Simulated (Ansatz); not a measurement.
This run works on a generated trial structure, not on a known crystal.

Input and command of a plane-wave DFT calculation in Ansatz:

```yaml
crystal:
  lattice:
    - [4.4455238538, 0.0, 0.0]
    - [0.0, 4.4455238538, 0.0]
    - [0.0, 0.0, 7.1571089432]
  atoms:
    - { symbol: Zn, position: [0.0, 0.0, 0.0] }
    - { symbol: Cd, position: [0.5, 0.0, 0.7673078942] }
    - { symbol: Cd, position: [0.0, 0.5, 0.2326921058] }
    - { symbol: Cd, position: [0.5, 0.0, 0.2326921058] }
    - { symbol: Cd, position: [0.0, 0.5, 0.7673078942] }
    - { symbol: S, position: [0.5, 0.5, 0.5] }
basis:
  ecutwfc: 420
kpoints:
  mp_grid: { grid: [8, 8, 6] }
hamiltonian:
  xc: pbe
scf:
  occupations: { method: gaussian, width: 0.1 }
output:
  forces: true
  stress: true
  eigenvalues: true
relax:
  adjacent_minimum: "off"
  f_tol: 0.01
  max_steps: 80
  cell: { stress_tol: 0.05 }
```

```bash
ansatz run input.yaml --threads 1 --pin off --max-ram 2560MiB --backend cpu --events-out ev --progress --plain --runs-dir out
```

Processor: Arm Neoverse V1, 1 thread, on a host shared with other jobs.

Question: Estimate time, memory and problem size.

Answer: About 2.2 min, peak memory 0.62 GiB. It solves 59 bands at 60 k points (after reduction by symmetry) with about 2775 plane waves (on the last cell), in 24 SCF iterations over 4 ionic steps.
